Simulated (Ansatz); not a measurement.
Ba3In2O5F2 in space group I4/mmm (No. 139; Pearson symbol tI24), r²SCAN in the plane-wave PAW code Ansatz. The conduction-band minimum lies at Γ, with 1 equivalent valley. Second derivatives d²E/dk² of the lowest band at one valley (eV·Å²), along Cartesian directions:

| direction | d²E/dk² |
|---|---|
| [100] | 28.58 |
| [010] | 28.58 |
| [001] | 9.001 |
| [110] | 28.57 |
| [101] | 18.79 |
| [011] | 18.79 |

Problem. Find the principal effective masses, the density-of-states mass and the conductivity mass.

Solution. Off-diagonal terms follow from H_xy = H[110] − (H_xx + H_yy)/2, and m*/mₑ = 7.620 eV·Å² over each eigenvalue: 0.27, 0.27, 0.85. One valley's DOS mass (m₁m₂m₃)^(1/3) = 0.39, conductivity mass 3/(Σ 1/mᵢ) = 0.35 mₑ.

Problem. What effective density of states Nc follows at 300 K for parabolic valleys?

Solution. Nc = 2.509e19 × 1 × (0.39)^(3/2) ≈ 6.1e18 cm⁻³.

The first step of the workflow began from a Materials Project structure, measured or hypothetical; the Crystallography Open Database copy checked does not list it. Its standing as an ambient phase is unchecked. The cell was relaxed with r²SCAN under the symmetry of its start; its stability against distortions is not shown here. Spin–orbit coupling is left out wherever it is not named.

Potentials: the later of the program's two PAW sets.

Edges and masses are those of Kohn–Sham bands, whose gap is no quasiparticle gap.
